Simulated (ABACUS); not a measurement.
Set-up for a self-consistent single point of NbAs (I4_1md, 8 atoms in the cell; from Materials Project mp-2059, changed as shown).

```
NbAs
1.0
    3.51183     0.00000     0.00000
    0.00000     3.51183     0.00000
    0.00000     0.00000    11.96435
Nb As
4 4
Cartesian
  1.75591   1.75591  11.96100
  1.75591   0.00000   2.98774
  0.00000   0.00000   5.97882
  0.00000   1.75591   8.96991
  0.00000   0.00000  10.97466
  0.00000   1.75591   2.00140
  1.75591   1.75591   4.99248
  1.75591   0.00000   7.98357
```

Level of theory: LDA (PW92), numerical atomic orbitals SZP (confined pseudo-atomic orbitals with Gaussian additions; energy shift 0.01 Ry), PseudoDojo 0.4 standard norm-conserving LDA (tails mended) pseudopotentials in ABACUS 3.10.1.

ABACUS settings:

- basis: SZP numerical atomic orbitals, energy shift 0.01 Ry
- KPT: Gamma 6 6 2 0 0 0
- basis_type: lcao
- dft_functional: PWLDA
- ecutwfc: 100 Ry
- smearing_method: fd
- smearing_sigma: 0.00734986 Ry
- potentials: PseudoDojo 0.4 standard norm-conserving LDA (tails mended)
- symmetry: 1
- symmetry_prec: 1e-05
- ks_solver: genelpa
- scf_nmax: 100
- scf_thr: 1.0e-06
- mixing_type: broyden
- mixing_beta: 0.4

Results:

| Quantity | Value |
|---|---|
| Number of valence electrons | 112 |
| Number of bands | 68 |
| Number of k-points after the program's reduction | 20 |
| Size of the basis | 164 |
| Number of SCF iterations | 11 |
| Free energy E − TS | -18324.0982 eV |
| Fermi level (on the code's own zero) | 15.07 eV |
| Pressure | -13.27 GPa |

Stress (GPa, positive for compression):
```
-13.37    0.00    0.00
  0.00  -13.37    0.00
  0.00    0.00  -13.06
```

For comparison: a first run was changed to give this one (lattice scaled by 1.02), and from it to this one the free energy goes up by 59.2 meV/atom and the pressure goes from -4.02 to -13.27 GPa.

The atom-centred basis is finite, which shifts total energies and pressures against plane waves. A single-zeta basis is rough, for pressures and forces above all. The structure comes from a collection of computed structures, made at another level of theory; the collection holds predicted forms beside known ones. Its lattice was then scaled. No clean gap shows at this smearing width and mesh (spacing up to 0.30 Å⁻¹); the mesh is coarse for partly filled bands, so the values carry mesh errors.

Cost on one core: about 30 core-seconds (a rough figure).

The atomic orbitals were generated for these runs; they are not ABACUS's published sets and were checked against plane waves on a few crystals only.

“Tails mended”: in these copies of the files the far tail of each local potential was reset to the Coulomb form.
